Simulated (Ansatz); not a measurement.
WSe₂:
```yaml
crystal:
  lattice:
    - [3.31493, 0.00000, 0.00000]
    - [-1.65747, 2.87081, 0.00000]
    - [0.00000, 0.00000, 13.71958]
  atoms:
    - { symbol: W, position: [0.66667, 0.33333, 0.75000] }
    - { symbol: W, position: [0.33333, 0.66667, 0.25000] }
    - { symbol: Se, position: [0.33333, 0.66667, 0.87109] }
    - { symbol: Se, position: [0.66667, 0.33333, 0.12891] }
    - { symbol: Se, position: [0.66667, 0.33333, 0.37109] }
    - { symbol: Se, position: [0.33333, 0.66667, 0.62891] }
```

Relaxed with r²SCAN. Special points in fractions of this cell's reciprocal vectors: Γ (0.000, 0.000, 0.000); M (0.500, 0.000, 0.000); K (0.333, 0.333, 0.000); A (0.000, 0.000, 0.500); L (0.500, 0.000, 0.500); H (0.333, 0.333, 0.500).

Question: List the band energies nearest the valence-band maximum at these points for DFT-r²SCAN in the program Ansatz with PAW potentials.

Answer: In eV from the valence-band maximum; about four levels below and three above (degenerate sets whole), none deeper than 8.9 eV; points with the same levels are listed once.

```csv
k,below,above
Γ,-1.59 -1.59 -1.49 -0.84 0.00,2.85 2.85 2.88 2.88
M,-1.38 -1.29 -1.26 -1.22,2.27 2.30 2.57
K,-2.63 -2.63 -0.29 -0.16,1.43 1.43 2.48
A,-1.60 -1.60 -1.60 -1.60 -0.24 -0.24,2.86 2.86 2.86 2.86
L,-1.32 -1.32 -1.25 -1.25,2.29 2.29 2.68 2.68
H,-2.69 -2.69 -0.23 -0.23,1.43 1.43 2.83 2.83
```

Space group P6_3/mmc. The r²SCAN relaxation kept the symmetry of its start. The run is not spin-polarised. A crystal of weakly bound layers computed without a dispersion correction: the cell and the soft elastic constants depend strongly on that. Scalar-relativistic: spin–orbit coupling is off unless named, which matters more the heavier the elements.

Potentials: the earlier of the program's two PAW sets.
